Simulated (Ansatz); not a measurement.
Hf:
```
Hf
1.0
    3.19801     0.00000     0.00000
   -1.59900     2.76955     0.00000
    0.00000     0.00000     5.04574
Hf
2
Cartesian
  0.00000   1.84637   1.26143
  1.59900   0.92318   3.78430
```

Relaxed with r²SCAN. Special points in fractions of this cell's reciprocal vectors: Γ (0.000, 0.000, 0.000); M (0.500, 0.000, 0.000); K (0.333, 0.333, 0.000); A (0.000, 0.000, 0.500); L (0.500, 0.000, 0.500); H (0.333, 0.333, 0.500).

Question: List the band energies nearest the Fermi level at these points for the program Ansatz at the r²SCAN level (PAW).

Answer: In eV from the Fermi level; about four levels below and three above (degenerate sets whole), none deeper than 8.9 eV; points with the same levels are listed once.

```
k                    below                          above
-  -----------------------  -----------------------------
Γ              -7.78 -3.87                 0.45 1.29 1.29
M  -3.52 -2.89 -2.35 -1.02                 0.92 0.93 1.81
K  -2.23 -1.98 -1.98 -1.61                 0.42 0.42 2.23
A              -5.70 -5.70  0.14 0.14 1.18 1.18 1.18 1.18
L  -3.56 -3.56 -1.04 -1.04            1.10 1.10 2.85 2.85
H  -1.60 -1.60 -0.34 -0.34            2.76 2.76 5.31 5.31
```

Space group P6_3/mmc (hcp (Mg type)). The cell was relaxed with r²SCAN under the symmetry of its start; of distortions, only those at the zone centre were tested. The run is not spin-polarised. Spin–orbit coupling is left out wherever it is not named.

Potentials: the earlier of the program's two PAW sets.
